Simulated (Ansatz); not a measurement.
## VSi: levels along high-symmetry lines

```
V Si
1.0
     0.00000    2.44366    2.44366
     2.44366    0.00000    2.44366
     2.44366    2.44366    0.00000
V Si
1 1
Direct
  0.00000 0.00000 0.00000
  0.50000 0.50000 0.50000
```

Atoms are numbered in the order listed.

The cell was built from the rocksalt type and relaxed in the same program, and has space group Fm-3m; it needn't be a known or the stable phase.

Theory: DFT, PBE, all-electron LAPW, scalar-relativistic in Ansatz 0.2.0.

Numerical set-up: a Γ-centred 13×13×13 k mesh, Fermi–Dirac smearing of 0.03 eV, basis error target 0.5 meV/atom, spin-polarised from start moments V1 1.5 μB (the moments died away, and the run ended non-magnetic).

Points in fractions of the reciprocal vectors of this cell: Γ (0, 0, 0), X (0.5, 0, 0.5), U (0.625, 0.25, 0.625), K (0.375, 0.375, 0.75), L (0.5, 0.5, 0.5), W (0.5, 0.25, 0.75). The path joins them by straight lines in the order Γ–X–U–K–Γ–L–W–X; legs that retrace an earlier one aren't tabulated. Energies are in eV from the Fermi level.

Task: Metal or insulator at this level of theory?

Result: No gap opens: metallic or semimetallic.

Task: Tabulate bands 9 to 15, counted from the lowest band of the run, along the path.

Result: 
| k (1/Å) | point | band 9 | band 10 | band 11 | band 12 | band 13 | band 14 | band 15 |
| --- | --- | --- | --- | --- | --- | --- | --- | --- |
| 0.00 | Γ | -11.22 | -0.92 | -0.92 | -0.92 | -0.62 | -0.62 | 3.55 |
| 0.32 |  | -10.83 | -1.47 | -1.20 | -0.94 | -0.94 | -0.53 | 3.53 |
| 0.64 |  | -9.76 | -2.96 | -1.81 | -0.84 | -0.84 | -0.29 | 3.00 |
| 0.96 |  | -8.42 | -4.01 | -2.34 | -0.41 | -0.41 | -0.04 | 1.89 |
| 1.29 | X | -7.75 | -4.30 | -2.54 | 0.06 | 0.10 | 0.10 | 1.07 |
| 1.40 |  | -7.72 | -4.28 | -2.63 | -0.46 | 0.01 | 0.69 | 1.06 |
| 1.51 |  | -7.63 | -4.23 | -2.89 | -0.94 | -0.14 | 1.01 | 1.18 |
| 1.63 |  | -7.49 | -4.14 | -3.35 | -1.35 | -0.14 | 0.94 | 1.31 |
| 1.74 | U | -7.36 | -4.01 | -3.88 | -1.68 | 0.02 | 0.83 | 1.49 |
| 1.94 |  | -7.32 | -4.22 | -3.72 | -2.05 | 0.38 | 0.81 | 1.41 |
| 2.13 |  | -7.30 | -4.33 | -3.53 | -2.33 | 0.63 | 0.93 | 1.16 |
| 2.33 |  | -7.32 | -4.22 | -3.72 | -2.05 | 0.38 | 0.81 | 1.41 |
| 2.53 | K | -7.36 | -4.01 | -3.88 | -1.68 | 0.02 | 0.83 | 1.49 |
| 2.87 |  | -7.89 | -4.35 | -3.40 | -2.20 | 0.36 | 0.85 | 1.80 |
| 3.21 |  | -9.54 | -2.90 | -2.47 | -2.00 | -0.24 | 0.32 | 2.41 |
| 3.55 |  | -10.78 | -1.43 | -1.36 | -1.23 | -0.73 | -0.45 | 3.02 |
| 3.89 | Γ | -11.22 | -0.92 | -0.92 | -0.92 | -0.62 | -0.62 | 3.55 |
| 4.17 |  | -10.92 | -1.37 | -1.09 | -1.09 | -0.65 | -0.65 | 2.90 |
| 4.45 |  | -10.06 | -2.71 | -1.76 | -1.76 | -0.18 | -0.18 | 2.01 |
| 4.73 |  | -8.75 | -4.58 | -2.28 | -2.28 | 0.41 | 0.41 | 1.64 |
| 5.00 | L | -7.61 | -5.94 | -2.47 | -2.47 | 0.71 | 0.71 | 1.58 |
| 5.23 |  | -7.57 | -5.74 | -2.65 | -2.39 | 0.68 | 0.69 | 1.48 |
| 5.46 |  | -7.44 | -5.16 | -3.10 | -2.24 | 0.62 | 0.72 | 1.28 |
| 5.69 |  | -7.30 | -4.33 | -3.53 | -2.33 | 0.63 | 0.93 | 1.16 |
| 5.91 | W | -7.23 | -3.72 | -3.72 | -2.68 | 1.08 | 1.12 | 1.12 |
| 6.07 |  | -7.32 | -3.98 | -3.39 | -2.42 | 0.93 | 1.08 | 1.17 |
| 6.23 |  | -7.52 | -4.16 | -3.02 | -1.73 | 0.60 | 1.07 | 1.08 |
| 6.40 |  | -7.69 | -4.26 | -2.69 | -0.82 | 0.26 | 0.74 | 1.07 |
| 6.56 | X | -7.75 | -4.30 | -2.54 | 0.06 | 0.10 | 0.10 | 1.07 |
